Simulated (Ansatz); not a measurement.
Data:

ScCu:
Space group Pm-3m (No. 221); a = b = c = 3.2097 Å, α = β = γ = 90.00°

| atom | site | symmetry | x | y | z |
|---|---|---|---|---|---|
| Sc | 1b | m-3m | 0.5000 | 0.5000 | 0.5000 |
| Cu | 1a | m-3m | 0.0000 | 0.0000 | 0.0000 |

This is the PBEsol-relaxed structure.

**Question.** All from the program Ansatz at the PBEsol level (PAW), unless another level is named. Estimate the density of states at the Fermi level.

**Answer.** 0.62 states/eV per atom (mean over ±0.08 eV).

**Question.** Predict the formation energy from the elements (no fitted shifts).

**Answer.** -269 meV/atom.

The workflow started from a Materials Project entry (that database holds measured and hypothetical structures alike); the Crystallography Open Database files this formula in space group No. 221, but the cells were not matched. Its standing as an ambient phase is unchecked. The PBEsol relaxation kept the symmetry of its start; of distortions, only those at the zone centre were tested. No spin polarisation was allowed. The references are the lowest solids computed at this level, not always the standard phases.

Potentials: the later of the program's two PAW sets.
